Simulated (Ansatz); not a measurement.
BAs:
```xyz
2
Lattice="3.1963 0.0000 0.0000 -1.5981 2.7680 0.0000 0.0000 0.0000 2.8973" Properties=species:S:1:pos:R:3 pbc="T T T"
B      0.0000     0.0000     0.0000
As     1.5981     0.9227     1.4487
```

Relaxed with PBE. Special points in fractions of this cell's reciprocal vectors: Γ (0.000, 0.000, 0.000); M (0.500, 0.000, 0.000); K (0.333, 0.333, 0.000); A (0.000, 0.000, 0.500); L (0.500, 0.000, 0.500); H (0.333, 0.333, 0.500).

Problem. List the band energies nearest the Fermi level at these points for PBE with spin–orbit coupling in the plane-wave PAW code Ansatz.

Solution. In eV from the Fermi level; about four levels below and three above (degenerate sets whole), none deeper than 8.9 eV; … stands for higher levels left out; points with the same levels are listed once.

| k | below | above |
|---|---|---|
| Γ | -0.37 -0.37 -0.25 -0.25 | 1.66 1.66 4.29 4.29 |
| M | -2.98 -2.98 | 1.15 1.15 2.02 2.02 |
| K | -6.72 -6.62 | 3.07 3.07 4.09 |
| A | – | 2.84 2.84 2.84 2.84 |
| L | -6.11 -6.11 -4.50 -4.50 | 1.25 1.25 1.29 1.29 |
| H | -2.80 -2.63 -1.75 -1.75 | 9.23 9.26 … |

Space group P-6m2. A made-up cell: these elements were put on the sites of a structure type; neither database checked (COD, Materials Project) lists it. It is not the phase usual at ambient conditions (space group No. 216). The cell was relaxed with PBE under the symmetry of its start; its stability against distortions is not shown here.

Potentials: the earlier of the program's two PAW sets.
